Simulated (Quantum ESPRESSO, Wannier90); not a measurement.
TiO₂ (Pbcn), plane waves to Wannier functions

```xyz
12
Lattice="4.5454 0.0000 0.0000 0.0000 5.5196 0.0000 0.0000 0.0000 4.9092" Properties=species:S:1:pos:R:3 pbc="T T T"
Ti     2.2727    -1.8050    -1.2273
Ti     2.2727     1.8050     1.2273
Ti     0.0000    -0.9548     1.2273
Ti     0.0000     0.9548    -1.2273
O     -1.2338    -2.1069     0.3994
O      1.2338     2.1069    -0.3994
O     -1.0388    -0.6529    -2.0552
O      1.0388     0.6529     2.0552
O      1.0388    -0.6529    -0.3994
O     -1.0388     0.6529     0.3994
O      1.2338    -2.1069     2.0552
O     -1.2338     2.1069    -2.0552
```

Cell from Materials Project (mp-1439), symmetrised, no further relaxation. Not found in the COD (Crystallography Open Database) copy used, which has the formula in other groups; not checked further. Level: PBEsol, no spin polarisation, no spin-orbit coupling; pw.x of Quantum ESPRESSO at 68 Ry with PseudoDojo potentials, 4×4×4 k-points, Wannier90. Density: 8×6×6 mesh, cold smearing 0.01 Ry.

Bands 17-24 form an isolated set from -17.72 to -15.76 eV relative to the valence-band maximum (on the path) and are turned into 8 Wannier functions by minimising the spread from the start: atomic waves O 2s.

Centres (Cartesian, Å; one of the equivalent choices) and spreads:

```
n       x       y       z  spread (Å²)  nearest atom
-  ------  ------  ------  -----------  ------------
1  -1.247  -2.090   0.397        0.634            O5
2   1.247   2.090  -0.397        0.634            O6
3  -1.026  -0.669  -2.057        0.634            O7
4   1.026   0.669   2.057        0.634            O8
5   1.026  -0.669  -0.397        0.634            O9
6  -1.026   0.669   0.397        0.634           O10
7   1.247  -2.090   2.057        0.634           O11
8  -1.247   2.090  -2.057        0.634           O12
```

Ω_I = 5.07 Å², Ω_total = 5.07 Å²; the interpolated bands follow pw.x to 0.0 meV rms on the path. Only this start was tried; a symmetric start can stop on a saddle, and mixtures of these functions could lower the total by at most Ω_total − Ω_I.
